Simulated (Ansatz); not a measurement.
Sc:
```cif
data_Sc2
_chemical_formula_sum 'Sc2'
_space_group_name_H-M_alt 'P63/mmc'
_space_group_IT_number 194
_space_group_name_Hall '-P 6c 2c'
_cell_length_a 3.22960
_cell_length_b 3.22960
_cell_length_c 4.98532
_cell_angle_alpha 90.000
_cell_angle_beta 90.000
_cell_angle_gamma 120.000
loop_
_atom_site_label
_atom_site_type_symbol
_atom_site_symmetry_multiplicity
_atom_site_Wyckoff_symbol
_atom_site_fract_x
_atom_site_fract_y
_atom_site_fract_z
_atom_site_occupancy
Sc1 Sc 2 d 0.66667 0.33333 0.25000 1
```

Relaxed at zero pressure with plane-wave PAW LDA (Ansatz code).

Q: The volume is lowered by 6 % and shape and atoms relax at that volume. What pressure results, and how do the axes share the change?

A: 4.2 GPa; a -2.0 %, b -2.0 %, c -2.2 %; the energy rises by 17 meV/atom.

Q: Give the new structure.

A: 
Space group P6₃/mmc (No. 194); a = b = 3.1662 Å, c = 4.8757 Å, α = β = 90.00°, γ = 120.00°

| atom | site | symmetry | x | y | z |
|---|---|---|---|---|---|
| Sc | 2d | -6m2 | 0.6667 | 0.3333 | 0.2500 |

The phase is kept; no other phase was compared at this pressure.

Space group P6_3/mmc (hcp (Mg type)). The LDA relaxation kept the symmetry of its start. The run is not spin-polarised. Axis ratios of metals converge slowly with the k-mesh, so a and c are less sure than the volume.

Potentials: the later of the program's two PAW sets.
